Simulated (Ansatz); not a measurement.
La₂O₃ (A-La2O3 type, space group P-3m1)

```
CELL_PARAMETERS angstrom
      3.94042     0.00000     0.00000
     -1.97021     3.41251     0.00000
      0.00000     0.00000     6.18831
ATOMIC_POSITIONS crystal
  La 0.33333 0.66667 0.24738
  La 0.66667 0.33333 0.75262
  O  0.00000 0.00000 0.00000
  O  0.33333 0.66667 0.64529
  O  0.66667 0.33333 0.35471
```

In each cell atom 1 (La, nearest neighbour O at 2.370 Å; its periodic images, 3.9 Å or more away, move with it) moves by s·(0.000, 0.000, 1.000) (along Cartesian z), the rest being held.

Level of theory: PBE (plane waves to 420 eV, PAW, scalar-relativistic; Ansatz, a first-principles code). k mesh 8×8×5 (Γ-centred), Fermi-Dirac smearing 0.05 eV. The energy includes the smearing's −TS. Left out: 1 of 11 points, with atoms too close for the PAW data. La2O3 is run without spin polarisation. La2O3 was relaxed with its symmetry unable to fall. The PAW data are Ansatz's earlier set. The zero of ΔE is the undisplaced structure.

Successive frames, forces in eV/Å:

```csv
frame,ΔE (meV/cell),F on La1,F on La2,F on O3,F on O4,F on O5
s = -0.094 Å,49,"(0.000, 0.000, 1.024)","(0.000, 0.000, -0.784)","(0.000, 0.000, 0.020)","(0.000, 0.000, 0.128)","(0.000, 0.000, -0.387)"
s = 0.000 Å,0,"(0.000, 0.000, -0.001)","(0.000, 0.000, 0.001)","(0.000, 0.000, 0.000)","(0.000, 0.000, 0.000)","(0.000, 0.000, 0.000)"
s = 0.094 Å,54,"(0.000, 0.000, -1.190)","(0.000, 0.000, 0.823)","(0.000, 0.000, -0.078)","(0.000, 0.000, 0.049)","(0.000, 0.000, 0.396)"
```

What are the energy and the forces in the next frame, s = 0.188 Å?

ΔE (meV/cell) = 230.

```csv
atom,Fx,Fy,Fz
La1,0.000,0.000,-2.596
La2,0.000,0.000,1.682
O3,0.000,0.000,-0.219
O4,0.000,0.000,0.346
O5,0.000,0.000,0.787
```

(A displaced cell: forces are minus the slopes of the energy, force constants its curvatures, and phonons follow from these.)
